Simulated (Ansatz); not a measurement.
## ⁴¹K nuclear quadrupole resonance in K₂Ca₃Si₃O₁₀

Cell: a computed structure from the Materials Project (it need not be an observed phase).

```cif
data_K2Ca3Si3O10
_symmetry_space_group_name_H-M 'C2/c'
_symmetry_Int_Tables_number 15
_cell_length_a 10.4482
_cell_length_b 10.7595
_cell_length_c 9.9287
_cell_angle_alpha 90.000
_cell_angle_beta 117.797
_cell_angle_gamma 90.000
loop_
_atom_site_label
_atom_site_type_symbol
_atom_site_symmetry_multiplicity
_atom_site_Wyckoff_symbol
_atom_site_fract_x
_atom_site_fract_y
_atom_site_fract_z
K K 8 f 0.6479 0.8786 0.5110
Ca5 Ca 4 e 0.5000 0.8697 0.7500
Ca7 Ca 8 f 0.3972 0.6189 0.5221
Si11 Si 8 f 0.2858 0.8617 0.2924
Si15 Si 4 e 0.5000 0.6593 0.2500
O17 O 8 f 0.3151 0.0047 0.7334
O21 O 8 f 0.6326 0.7524 0.2630
O25 O 8 f 0.3596 0.8533 0.4809
O29 O 8 f 0.6188 0.6850 0.7271
O33 O 8 f 0.4444 0.5838 0.0924
```

One atom of each set is listed; the run and its k-mesh use a cell of 36 atoms with edges of 7.50, 7.50, 9.93 Å.

All values are calculated (Ansatz; DFT, PBE, plane waves and PAW, scalar-relativistic, 420 eV cutoff, Γ-centred 3×3×3 k-points, Fermi–Dirac smearing 0.02 eV), not measured.

⁴¹K: I = 3/2, Q = 73.40 mb (year-2017 value). Static lattice, zero field.

Task: At which frequencies do the ⁴¹K NQR lines lie?

Result: For I = 3/2 there is one line, ν = (|C_Q|/2)(1 + η²/3)^½.

```csv
site,atoms,V_zz (10²¹ V/m²),C_Q (MHz),η,line frequencies (MHz)
K,4,-1.33,-2.35,0.28,1.19
```

Task: And for K-39 (I = 3/2, Q = 60.30 mb) on K?

Result: C_Q scales with Q to -1.93 MHz, with lines at 0.979 MHz.
